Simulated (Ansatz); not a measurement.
Relaxed NiSi2 (fluorite type, space group Fm-3m):

```
NiSi2
1.0
    0.00000     2.69483     2.69483
    2.69483     0.00000     2.69483
    2.69483     2.69483     0.00000
Ni Si
1 2
Direct
  0.00000   0.00000   0.00000
  0.25000   0.25000   0.25000
  0.75000   0.75000   0.75000
```

In this cell atom 2 (Si, nearest neighbour Ni at 2.334 Å; its periodic images, 3.8 Å or more away, move with it) is moved by u·(1.000, 0.000, 0.000) + v·(0.000, 1.000, 0.000); the rest is frozen.

The numbers are results of r2SCAN (plane waves to 500 eV, PAW, scalar-relativistic; Ansatz, an electronic-structure program), not measurements. k mesh 12×12×12 (Γ-centred), Fermi-Dirac smearing 0.05 eV. Compression counts positive. With partly filled bands, energies and forces of such displacements shift with the k mesh and the smearing. On this mesh the relaxed cell isn't quite at rest: it carries a pressure of -0.3 GPa (compression positive) at the zero of the scan. NiSi2 is run without spin polarisation. NiSi2 was relaxed with its symmetry unable to fall. The PAW data are Ansatz's earlier set. 

```json
[
 {"P (GPa)": "v = -0.350", "u = -0.350": "?", "u = -0.175": "8.7", "u = 0.000": "7.0", "u = 0.175": "8.7", "u = 0.350": "?"},
 {"P (GPa)": "v = -0.175", "u = -0.350": "8.7", "u = -0.175": "?", "u = 0.000": "1.7", "u = 0.175": "?", "u = 0.350": "8.7"},
 {"P (GPa)": "v = 0.000", "u = -0.350": "7.0", "u = -0.175": "1.7", "u = 0.000": "-0.3", "u = 0.175": "1.7", "u = 0.350": "7.0"},
 {"P (GPa)": "v = 0.175", "u = -0.350": "8.7", "u = -0.175": "?", "u = 0.000": "1.7", "u = 0.175": "?", "u = 0.350": "8.7"},
 {"P (GPa)": "v = 0.350", "u = -0.350": "?", "u = -0.175": "8.7", "u = 0.000": "7.0", "u = 0.175": "8.7", "u = 0.350": "?"}
]
```

### Question
Fill in the missing entries.

### Answer

- v = -0.350, u = -0.350: 14.2
- v = -0.350, u = 0.350: 14.2
- v = -0.175, u = -0.175: 3.3
- v = -0.175, u = 0.175: 3.3
- v = 0.175, u = -0.175: 3.3
- v = 0.175, u = 0.175: 3.3
- v = 0.350, u = -0.350: 14.2
- v = 0.350, u = 0.350: 14.2

(A displaced cell: forces are minus the slopes of the energy, force constants its curvatures, and phonons follow from these.)
